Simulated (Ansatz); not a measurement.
# Formation energy of NaTi₂ (C15 type)

```
CELL_PARAMETERS angstrom
0.00000 4.01526 4.01526
4.01526 0.00000 4.01526
4.01526 4.01526 0.00000
ATOMIC_POSITIONS crystal
Na 0.12500 0.12500 0.12500
Na 0.87500 0.87500 0.87500
Ti 0.50000 0.50000 0.50000
Ti 0.50000 0.50000 0.00000
Ti 0.50000 0.00000 0.50000
Ti 0.00000 0.50000 0.50000
```

The cell comes from a relaxation on PAW files under the same functional, begun from a prototype that needn't be the stable phase.

All numbers are PBE results (scalar-relativistic) from Ansatz 0.2.0, with a Γ-centred 7×7×7 k mesh, Fermi–Dirac smearing of 0.05 eV, no spin polarisation. Methods: LAPW: all electrons, basis error target 1 meV/atom; PAW: frozen-core files, cutoff 420 eV.

The elements are taken as Na bcc, Ti hcp, each relaxed on PAW files under the same functional and computed by the same method as the compound; zero-point and thermal terms are left out.

Q: Give the formation energy by each method, with the residual pressure at this cell and the LAPW gap.

A: 

```csv
method,ΔE(formation) (eV/atom),P at this cell (GPa),gap (eV)
LAPW,0.786,0.05,0.00
PAW,0.785,0.04,–
```

Q: Give the LAPW value for one formula unit in kJ/mol.

A: 0.786 eV/atom × 3 atoms × 96.485 kJ/(mol·eV) = 227.5 kJ/mol, at zero temperature and without zero-point motion.

Q: What Bader charges does the PAW density give?

A: Na1 +0.68 e, Ti3 -0.34 e.
